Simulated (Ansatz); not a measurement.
Relaxed candidate structures of ScSi:

A. P3₁12 (No. 151), hP6; a = 4.702 Å, b = 4.702 Å, c = 6.869 Å, α = 90.00°, β = 90.00°, γ = 120.00°; Sc 3b (0.069, 0.534, 0.500); Si 3b (0.424, 0.212, 0.500)

B. Pmmm (No. 47), oP2; a = 2.879 Å, b = 3.012 Å, c = 4.524 Å, α = 90.00°, β = 90.00°, γ = 90.00°; Sc 1e (0.000, 0.500, 0.000); Si 1c (0.000, 0.000, 0.500)

C. Pmm2 (No. 25), oP6; a = 4.619 Å, b = 4.997 Å, c = 7.588 Å, α = β = γ = 90.00°; Sc 1d (0.500, 0.500, 0.788); Sc 1d (0.500, 0.500, 0.402); Sc 1b (0.000, 0.500, 0.129); Si 2h (0.500, 0.235, 0.091); Si 1b (0.000, 0.500, 0.578)

D. P4/mmm (No. 123), tP2, AFLOW prototype AB_tP2_123_a_d (L1_0, as in CuAu); a = b = 2.9500 Å, c = 3.8872 Å, α = β = γ = 90.00°; Sc 1a (0.000, 0.000, 0.000); Si 1d (0.500, 0.500, 0.500)

E. P6₃mc (No. 186), hP12; a = 4.228 Å, b = 4.228 Å, c = 15.382 Å, α = 90.00°, β = 90.00°, γ = 120.00°; Si 2a (0.000, 0.000, 0.444); Si 2b (0.333, 0.667, 0.190); Si 2b (0.667, 0.333, 0.247); Sc 2a (0.000, 0.000, 0.137); Sc 2b (0.333, 0.667, 0.356); Sc 2b (0.333, 0.667, 0.003)

F. P6₃/mmc (No. 194), hP4; a = 4.6773 Å, b = 4.6773 Å, c = 5.2741 Å, α = 90.00°, β = 90.00°, γ = 120.00°; Sc 2d (0.667, 0.333, 0.250); Si 2c (0.333, 0.667, 0.250)

Task: Put the candidates in order of energy per atom, lowest first, for PBEsol (plane waves to 420 eV, PAW, scalar-relativistic; Ansatz, a program for electronic structure).

Result: D (reference), E (+0.26 eV/atom), A (+0.51 eV/atom), F (+0.60 eV/atom), B (+0.66 eV/atom), C (+0.87 eV/atom)

The lowest structure calculated, Cmcm, oS8, is not among these; it lies 0.29 eV/atom below the lowest of them. Probably no minimum, since a slightly shaken restart fell lower: Pmmm, oP2 (by 0.66 eV/atom, to P4/mmm). Each run could gain symmetry but not lose that of its start, so entries can be saddle points. All of these are generated cells (placed on structure types, drawn at random, substituted or restacked) that were not matched to a known phase here. Energies are at zero temperature and pressure, without zero-point motion. Each cell has its own k-point mesh; energy differences are given only to the digits this allows. No spin polarisation in the result.
